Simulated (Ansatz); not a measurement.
A: KF (rock salt), a = b = c = 5.4208 Å, α = β = γ = 90.00°
B: Yb (fcc, Cu type), a = b = c = 5.2236 Å, α = β = γ = 90.00°
C: GaN (zinc blende), a = 4.5485 Å, b = 4.5485 Å, c = 4.5485 Å, α = 90.00°, β = 90.00°, γ = 90.00°
D: NiSi$_{2}$ (fluorite type, space group Fm-3m), a = b = c = 5.445 Å, α = β = γ = 90.00°
E: NaCl (rock salt), a = b = c = 5.6955 Å, α = β = γ = 90.00°

Scan: energy against volume (even scaling of the relaxed cell, symmetry kept). All come from one method, each on a k mesh of its own. All were relaxed with their symmetry unable to fall. NiSi2 is run without spin polarisation. The relaxed volume of Yb is well below the measured one. Yb is run without spin polarisation. The filling of the f shell was not checked against other fillings, so treat energies with care. (This holds for the magnetic or f-shell members.)

Task: Rank these by bulk modulus (fitted) (lowest first), as PBE (plane waves to 420 eV, PAW, scalar-relativistic; Ansatz, a first-principles code) gives it.

Result: B (19.1 GPa), E (23.6 GPa), A (29.0 GPa), D (145 GPa), C (172 GPa)

(Under strain, the slope of the energy per volume gives the stress and its curvature an elastic modulus.)
